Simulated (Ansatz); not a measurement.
Here is the system:

CdTe:
```cif
data_CdTe
_chemical_formula_sum 'Te1 Cd1'
_space_group_name_H-M_alt 'P 1'
_space_group_IT_number 1
_cell_length_a 4.53162
_cell_length_b 4.53162
_cell_length_c 4.53162
_cell_angle_alpha 60.000
_cell_angle_beta 60.000
_cell_angle_gamma 60.000
loop_
_space_group_symop_operation_xyz
  'x, y, z'
loop_
_atom_site_label
_atom_site_type_symbol
_atom_site_fract_x
_atom_site_fract_y
_atom_site_fract_z
_atom_site_occupancy
Te1 Te 0.75000 0.75000 0.75000 1
Cd1 Cd 0.00000 0.00000 0.00000 1
```

This is the LDA-relaxed structure.

Task: All from LDA in the plane-wave PAW code Ansatz, unless another level is named. Predict the band gap.

Result: 0.61 eV (direct).

Task: Next, the formation energy from the elements (no fitted shifts)?

Result: -35 kJ/mol of atoms.

Task: What about the electron effective mass?

Result: 0.050 mₑ (isotropic).

Task: Predict the valence-band maximum.

Result: at Γ.

Task: And the weight of the conduction-edge state by species (Voronoi cells)?

Result: Cd 66 %, Te 34 %.

Task: And the weight of the valence-edge state by species (Voronoi cells)?

Result: Te 80 %, Cd 20 %.

Space group F-43m (zinc blende). Symmetry was held in the LDA relaxation; of distortions, only those at the zone centre were tested. The references are the lowest solids computed at this level, not always the standard phases. Scalar-relativistic: spin–orbit coupling is off unless named, which matters more the heavier the elements.

Potentials: the later of the program's two PAW sets.
